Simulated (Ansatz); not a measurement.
NbCd3, DFT, LDA, all-electron LAPW, scalar-relativistic (Ansatz 0.2.0), run on 1 thread of Intel(R) Xeon(R) Platinum 8259CL CPU @ 2.50GHz (Skylake/Cascade Lake) on a shared host.

The cell comes from COD entry 2310296, which wasn't checked; take it as a given geometry. The listed cell was then made from it by scaling, straining or moving an atom.

Command: `ansatz run input.yaml --threads 1 --pin off --max-ram 4096MiB --backend cpu --events-out ev --progress --plain --runs-dir out`

```yaml
crystal:
  lattice:
    - [4.215, 0.04215, 0.04215]
    - [0.04215, 4.215, 0.04215]
    - [0.04215, 0.04215, 4.215]
  atoms:
    - { symbol: Nb, position: [0.0, 0.0, 0.0] }
    - { symbol: Cd, position: [0.0, 0.5, 0.5] }
    - { symbol: Cd, position: [0.5, 0.0, 0.5] }
    - { symbol: Cd, position: [0.5, 0.5, 0.0] }
kpoints:
  mp_grid: { grid: [9, 9, 9] }
  band_path:
    path:
      - [0.0, 0.0, 0.0]
      - [0.5, 0.5, 0.5]
      - [0.5193194925, 0.4806805075, 0.5]
      - [0.5, -0.4806805075, 0.4806805075]
      - [0.5, 0.0, 0.0]
      - [0.0, 0.0, 0.0]
      - [0.4903402537, -0.4903402537, 0.0]
      - [0.5096597463, 0.0, 0.4903402537]
      - [0.5, 0.0, 0.5]
    npoints: 5
scf:
  occupations: { method: fermi_dirac, width: 0.08 }
hamiltonian:
  xc: lda
  pseudopotentials: { kind: all_electron, lapw: { basis_error: 0.0005 } }
output:
  forces: true
  stress: true
  eigenvalues: true
```

**Question.** How large is the problem that the program sets up?

**Answer.** 85 irreducible k-points, 643 plane waves at Γ, 54 bands.

**Question.** Estimate the wall time and the peak memory.

**Answer.** 2.3 min of wall time for 11 SCF iterations, with a peak of 0.95 GiB. Times on shared machines scatter by tens of per cent.
